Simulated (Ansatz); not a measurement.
Equation of state of Lu

Space group P6_3/mmc (No. 194). a = 3.504 Å, b = 3.504 Å, c = 5.465 Å, α = 90.00°, β = 90.00°, γ = 120.00°
```csv
atom,site,symmetry,x,y,z
Lu,2c,-6m2,0.3333,0.6667,0.2500
```

The runs use the primitive cell with vectors (3.504, 0.000, 0.000), (-1.752, 3.035, 0.000), (0.000, 0.000, 5.465) Å, to which the k mesh refers.

The cell was built from the hcp type and relaxed in the same program, and has space group P6_3/mmc; it needn't be a known or the stable phase.

No spin–orbit coupling, which matters for the heavy atoms here.

Methods: DFT, PBE, all-electron LAPW, scalar-relativistic (Ansatz 0.2.0); DFT, PBE, PAW with Ansatz's default frozen-core files, scalar-relativistic (Ansatz 0.2.0).

For LAPW: a Γ-centred 12×12×6 k mesh, Fermi–Dirac smearing of 0.05 eV, basis error target 0.25 meV/atom, no spin polarisation. PAW takes a cutoff of 420 eV at this cell. The Ansatz runs share mesh, smearing and spin set-up. Plane-wave (PAW) pressures include the program's estimate of the Pulay term.

The cell above is scaled evenly, with fractional coordinates and shape held.

```
V/V(cell)  V (Å³/atom)  P, LAPW (GPa)  P, PAW (GPa)
   0.9600       27.900           2.07          2.06
   0.9800       28.481           1.00          1.00
   1.0000       29.062           0.03          0.03
   1.0200       29.643          -0.86         -0.86
   1.0400       30.225          -1.67         -1.68
```

**Question.** What do Birch–Murnaghan fits to the pressures give?

**Answer.** LAPW: V0 = 29.08 Å³/atom, B0 = 46 GPa, B0′ = 3.5; PAW: V0 = 29.08 Å³/atom, B0 = 46 GPa, B0′ = 3.5.

PAW's V0 lies -0.01 % from the all-electron value and its B0 0.0 %. With shape and internal coordinates held, B0 is an upper bound to the relaxed modulus.
